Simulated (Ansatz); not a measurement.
Input:

BeSe:
```xyz
4
Lattice="3.6509 0.0000 0.0000 -1.8254 3.1617 0.0000 0.0000 0.0000 6.0186" Properties=species:S:1:pos:R:3 pbc="T T T"
Be     1.8254     1.0539     6.0166
Be     0.0000     2.1078     3.0073
Se     1.8254     1.0539     3.7649
Se     0.0000     2.1078     0.7556
```

This is the PBE-relaxed structure. Cartesian axes are those of the cell as given.

All from PBE (plane waves, PAW; program Ansatz), unless another level is named. Give the band gap.

3.31 eV (indirect).

Next, the electron effective mass?

0.29, 0.29, 6.7 mₑ (principal values).

Predict the hole effective mass, band 1 of 2 at the edge.

1.2 along x, 1.1 along z (mₑ).

Next, the formation energy from the elements (no fitted shifts)?

-0.79 eV/atom.

Predict the weight of the valence-edge state by species (Voronoi cells).

Se 79 %, Be 21 %.

Next, the conduction-band minimum?

on the L–M line, 23 % of the way from L (6 equivalent valleys).

Space group P6_3mc (wurtzite). The cell is a constructed one: a structure type filled with these elements; neither database checked (COD, Materials Project) lists it. COD files the formula under space group No. 216, so this cell is another polymorph or a model. Its standing as an ambient phase is unchecked. Symmetry was held in the PBE relaxation; its stability against distortions is not shown here. The references are the lowest solids computed at this level, not always the standard phases. Spin–orbit coupling is left out wherever it is not named.

Potentials: the later of the program's two PAW sets.
